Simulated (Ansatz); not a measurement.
Relaxed SiC (zinc blende):

```
CELL_PARAMETERS angstrom
      0.00000     2.17839     2.17839
      2.17839     0.00000     2.17839
      2.17839     2.17839     0.00000
ATOMIC_POSITIONS crystal
  C  0.75000 0.75000 0.75000
  Si 0.00000 0.00000 0.00000
```

In this cell atom 2 (Si, nearest neighbour C at 1.887 Å; its periodic images, 3.1 Å or more away, move with it) is moved by s along Cartesian [111], unit vector (0.577, 0.577, 0.577); all other atoms and the cell stay fixed.

Calculation: PBEsol (plane waves to 420 eV, PAW, scalar-relativistic; Ansatz, a first-principles code). k mesh 10×10×10 (Γ-centred), Fermi-Dirac smearing 0.05 eV. The energy includes the smearing's −TS. Left out: 1 of 11 points, with atoms too close for the PAW data. As the smearing reaches across the gap at some points, energies and forces of such displacements shift with the k mesh and the smearing. SiC was relaxed with its symmetry unable to fall. ΔE is measured from the undisplaced structure.

Successive frames, forces in eV/Å:

| frame | ΔE (meV/cell) | F on C1 | F on Si2 |
|---|---|---|---|
| s = 0.000 Å | 0 | (0.000, 0.000, 0.000) | (0.000, 0.000, 0.000) |
| s = 0.114 Å | 106 | (0.982, 0.982, 0.982) | (-0.982, -0.982, -0.982) |
| s = 0.228 Å | 356 | (1.483, 1.483, 1.483) | (-1.483, -1.483, -1.483) |

Q: What are the energy and the forces in the next frame, s = 0.342 Å?

A: ΔE (meV/cell) = 666.

```tsv
atom	Fx	Fy	Fz
C1	1.608	1.608	1.608
Si2	-1.608	-1.608	-1.608
```

(A displaced cell: forces are minus the slopes of the energy, force constants its curvatures, and phonons follow from these.)
